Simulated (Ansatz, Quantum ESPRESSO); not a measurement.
This is a calculation of CaBr for Ansatz 0.2.0. The cell comes from a database or a generator and needn't be the stable form of this composition.

input.yaml

```yaml
crystal:
  lattice:
    - [4.0841480343, 0.0, 0.0]
    - [-2.0420740171, 3.5369759505, 0.0]
    - [0.0, 0.0, 9.672126]
  atoms:
    - { symbol: Br, position: [0.6666666667, 0.3333333333, 0.534488] }
    - { symbol: Br, position: [0.3333333333, 0.6666666667, 0.034488] }
    - { symbol: Ca, position: [0.6666666667, 0.3333333333, 0.840512] }
    - { symbol: Ca, position: [0.3333333333, 0.6666666667, 0.340512] }
hamiltonian:
  xc: pbe
  pseudopotentials: { kind: paw }
kpoints:
  mp_grid: { grid: [8, 8, 3] }
scf:
  occupations: { method: fermi_dirac, width: 0.05 }
output:
  forces: true
  stress: true
  eigenvalues: true
  write_density: true
  write_potential: true
  elf: true
  volumetric_format: npy
```

Potentials or basis: Ansatz PAW.

The run is started by

```console
$ ansatz run input.yaml --threads 2 --pin off --max-ram 5120MiB --backend cpu --events-out ev --progress --plain --runs-dir out
```

**Question.** Set up the same calculation for Quantum ESPRESSO 7.5. Potentials or basis there: SSSP 1.3 efficiency PBE, cutoff 748 eV.

**Answer.** As run (cutoffs and basis follow the program's own potentials, and thresholds, step limits or extra output files can differ):

Contents of pw.in:

```
&CONTROL
  calculation = 'scf'
  prefix = 'pwscf'
  outdir = './tmp'
  pseudo_dir = './pseudo'
  tprnfor = .true.
  tstress = .true.
  disk_io = 'low'
/
&SYSTEM
  ibrav = 0
  nat = 4
  ntyp = 2
  ecutwfc = 55
  ecutrho = 440
  nbnd = 25
  occupations = 'smearing'
  smearing = 'fd'
  degauss = 0.00367493
/
&ELECTRONS
  conv_thr = 8d-10
  electron_maxstep = 120
  mixing_beta = 0.5
/
ATOMIC_SPECIES
Br    79.9040 br_pbe_v1.4.uspp.F.UPF
Ca    40.0780 Ca_pbe_v1.uspp.F.UPF
CELL_PARAMETERS angstrom
   4.0841480343    0.0000000000    0.0000000000
  -2.0420740171    3.5369759505    0.0000000000
   0.0000000000    0.0000000000    9.6721260000
ATOMIC_POSITIONS crystal
Br     0.6666666667    0.3333333333    0.5344880000
Br     0.3333333333    0.6666666667    0.0344880000
Ca     0.6666666667    0.3333333333    0.8405120000
Ca     0.3333333333    0.6666666667    0.3405120000
K_POINTS automatic
8 8 3 0 0 0
```

File pp_density.in:

```
&INPUTPP
  prefix = 'pwscf'
  outdir = './tmp'
  filplot = 'density.dat'
  plot_num = 0
/
&PLOT
  nfile = 1
  filepp(1) = 'density.dat'
  iflag = 3
  output_format = 6
  fileout = 'density.cube'
/
```

Contents of pp_potential.in:

```
&INPUTPP
  prefix = 'pwscf'
  outdir = './tmp'
  filplot = 'potential.dat'
  plot_num = 11
/
&PLOT
  nfile = 1
  filepp(1) = 'potential.dat'
  iflag = 3
  output_format = 6
  fileout = 'potential.cube'
/
```

Potentials or basis: SSSP 1.3 efficiency PBE.

Launch:

```sh
$ OMP_NUM_THREADS=1 pw.x -in pw.in > pw.out
$ OMP_NUM_THREADS=1 pp.x -in pp_density.in > pp_density.out
$ OMP_NUM_THREADS=1 pp.x -in pp_potential.in > pp_potential.out
```

Both were run:

|  | Ansatz | Quantum ESPRESSO |
| --- | --- | --- |
| Pressure | 0.5 GPa | 0.5 GPa |
| Largest force | 0.126 eV/Å | 0.125 eV/Å |

Ansatz's pressure holds a Pulay term of +0.01 GPa for its cutoff of 420 eV, which the other run lacks.

Where Ansatz's input types no cutoff or centring, it takes its own default and a Γ-centred mesh.

Pressure is positive in compression.
